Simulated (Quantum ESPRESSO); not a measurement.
## Band energies of InAs

```
CELL_PARAMETERS angstrom
      0.00000     3.04654     3.04654
      3.04654     0.00000     3.04654
      3.04654     3.04654     0.00000
ATOMIC_POSITIONS crystal
  As 0.00000 0.00000 0.00000
  In 0.25000 0.25000 0.25000
```

norm-conserving PBEsol (Quantum ESPRESSO, 84 Ry, with spin-orbit coupling); path ΓXWKΓLUWLK,UX; energies in eV from the Fermi level.

| k (1/Å) | point | band 28 | band 29 | band 30 | band 31 | band 32 | band 33 | band 34 | band 35 |
|---|---|---|---|---|---|---|---|---|---|
| 0.00 | Γ | 0.00 | 0.00 | 0.00 | 3.43 | 3.43 | 3.89 | 3.89 | 3.89 |
| 0.23 |  | -0.46 | 1.31 | 1.31 | 3.13 | 3.13 | 4.25 | 4.25 | 4.47 |
| 0.57 |  | -1.65 | 1.92 | 1.92 | 2.55 | 2.55 | 6.33 | 6.33 | 6.49 |
| 0.80 |  | -2.19 | 1.49 | 1.49 | 2.14 | 2.14 | 7.78 | 7.78 | 7.95 |
| 1.03 | X | -2.38 | 1.37 | 1.37 | 1.87 | 1.87 | 8.76 | 8.76 | 8.86 |
| 1.16 |  | -2.44 | 1.59 | 1.65 | 2.08 | 2.12 | 8.21 | 8.24 | 8.27 |
| 1.55 | W | -2.86 | 3.87 | 4.05 | 4.09 | 4.12 | 4.61 | 4.87 | 5.85 |
| 1.79 |  | -2.21 | 2.29 | 2.30 | 4.04 | 4.10 | 6.18 | 6.35 | 6.79 |
| 1.91 | K | -2.01 | 1.92 | 1.92 | 4.03 | 4.08 | 6.90 | 7.06 | 7.18 |
| 2.11 |  | -1.56 | 2.24 | 2.26 | 4.84 | 4.99 | 5.92 | 6.05 | 6.09 |
| 2.31 |  | -1.04 | 2.33 | 2.37 | 4.74 | 4.76 | 4.89 | 4.99 | 5.15 |
| 2.61 |  | -0.39 | 1.67 | 1.68 | 3.73 | 3.87 | 4.19 | 4.23 | 4.90 |
| 2.91 |  | -0.05 | 0.39 | 0.39 | 3.47 | 3.48 | 3.88 | 3.88 | 3.98 |
| 3.01 | Γ | 0.00 | 0.00 | 0.00 | 3.43 | 3.43 | 3.89 | 3.89 | 3.89 |
| 3.10 |  | -0.04 | 0.37 | 0.37 | 3.48 | 3.48 | 3.90 | 3.90 | 3.96 |
| 3.40 |  | -0.46 | 1.03 | 1.03 | 4.21 | 4.21 | 4.51 | 4.51 | 4.62 |
| 3.60 |  | -0.76 | 0.87 | 0.87 | 4.42 | 4.42 | 4.65 | 4.65 | 5.88 |
| 3.90 | L | -0.95 | 0.71 | 0.71 | 4.41 | 4.41 | 4.59 | 4.59 | 6.60 |
| 4.21 |  | -1.47 | 2.08 | 2.09 | 4.14 | 4.18 | 5.46 | 5.47 | 6.50 |
| 4.42 |  | -1.87 | 2.04 | 2.04 | 4.45 | 4.55 | 6.30 | 6.50 | 6.70 |
| 4.53 | U | -2.01 | 1.92 | 1.92 | 4.03 | 4.08 | 6.90 | 7.06 | 7.18 |
| 4.77 |  | -2.62 | 3.19 | 3.20 | 4.06 | 4.14 | 5.27 | 5.44 | 6.20 |
| 4.89 | W | -2.86 | 3.87 | 4.05 | 4.09 | 4.12 | 4.61 | 4.87 | 5.85 |
| 4.99 |  | -2.66 | 3.67 | 3.78 | 4.13 | 4.21 | 4.73 | 4.90 | 6.03 |
| 5.26 |  | -1.70 | 2.56 | 2.57 | 3.84 | 3.90 | 5.52 | 5.64 | 6.71 |
| 5.53 |  | -1.07 | 0.97 | 0.98 | 4.35 | 4.37 | 4.62 | 4.63 | 6.69 |
| 5.62 | L | -0.95 | 0.71 | 0.71 | 4.41 | 4.41 | 4.59 | 4.59 | 6.60 |
| 5.71 |  | -1.07 | 0.97 | 0.98 | 4.35 | 4.37 | 4.62 | 4.62 | 6.69 |
| 5.98 |  | -1.56 | 2.15 | 2.15 | 4.27 | 4.32 | 5.71 | 5.72 | 6.34 |
| 6.16 |  | -1.89 | 2.02 | 2.02 | 4.41 | 4.50 | 6.39 | 6.58 | 6.78 |
| 6.25 | K | -2.01 | 1.92 | 1.92 | 4.03 | 4.08 | 6.90 | 7.06 | 7.18 |
| 6.25 | U | -2.01 | 1.92 | 1.92 | 4.03 | 4.08 | 6.90 | 7.06 | 7.18 |
| 6.35 |  | -2.17 | 1.76 | 1.78 | 3.22 | 3.24 | 7.38 | 7.43 | 7.74 |
| 6.62 | X | -2.38 | 1.37 | 1.37 | 1.87 | 1.87 | 8.76 | 8.76 | 8.86 |

At this level the gap is closed or nearly so: along the path the highest valence and lowest conduction bands touch, or overlap by less than 0.6 eV, a zero-gap or semimetallic result; the valence top lies at Γ, the conduction bottom at Γ. Semilocal functionals close the gaps of some narrow-gap semiconductors, so this alone doesn't show that the compound has none.

Geometry relaxed with PBEsol.
